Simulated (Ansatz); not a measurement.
AgCl:
```
AgCl
1.0
    1.86265    -5.55346     0.00000
    1.86265     5.55346     0.00000
    0.00000     0.00000     3.94500
Ag Cl
2 2
Cartesian
  1.86265   1.15491   2.95875
  1.86265  -1.15491   0.98625
  1.86265  -4.06471   0.98625
  1.86265   4.06471   2.95875
```

Relaxed with r²SCAN. Special points in fractions of this cell's reciprocal vectors: Γ (0.000, 0.000, 0.000); Y (-0.500, 0.500, 0.000); C0 (-0.278, 0.722, 0.000); Σ0 (0.278, 0.278, 0.000); Z (0.000, 0.000, 0.500); A0 (0.278, 0.278, 0.500); E0 (-0.278, 0.722, 0.500); T (-0.500, 0.500, 0.500); S (0.000, 0.500, 0.000); R (0.000, 0.500, 0.500).

Question: List the band energies nearest the valence-band maximum at these points for r²SCAN with spin–orbit coupling in the plane-wave PAW code Ansatz.

Answer: In eV from the valence-band maximum; about four levels below and three above (degenerate sets whole), none deeper than 8.9 eV; points with the same levels are listed once.

```json
[
 {"k": "Γ", "below": "-1.71 -1.71 -1.54 -1.54", "above": "0.99 0.99 3.61 3.61"},
 {"k": "Y", "below": "-1.71 -1.71 -1.71 -1.71 -1.46 -1.46", "above": "2.52 2.52 4.17 4.17"},
 {"k": "C0", "below": "-0.10 -0.10 -0.07 -0.07", "above": "3.35 3.35 6.12 6.12"},
 {"k": "Z", "below": "-0.13 -0.13 -0.13 -0.13", "above": "4.91 4.91 4.91 4.91"},
 {"k": "A0", "below": "-1.48 -1.48 -1.31 -1.31", "above": "3.44 3.44 3.45 3.45"},
 {"k": "T", "below": "-0.18 -0.18 -0.18 -0.18", "above": "4.22 4.22 4.22 4.22"},
 {"k": "S", "below": "-0.07 -0.07 -0.01 -0.01", "above": "3.60 3.60 5.72 5.72"},
 {"k": "R", "below": "-1.50 -1.50 -1.50 -1.50", "above": "3.30 3.30 3.30 3.30"}
]
```

Space group Cmcm. The first step of the workflow began from a Materials Project structure, measured or hypothetical; the Crystallography Open Database copy checked does not list it. It is not the phase usual at ambient conditions (space group No. 225). The cell was relaxed with r²SCAN under the symmetry of its start; whether a distortion lowers the energy is not shown. The run is not spin-polarised.

Potentials: the later of the program's two PAW sets.
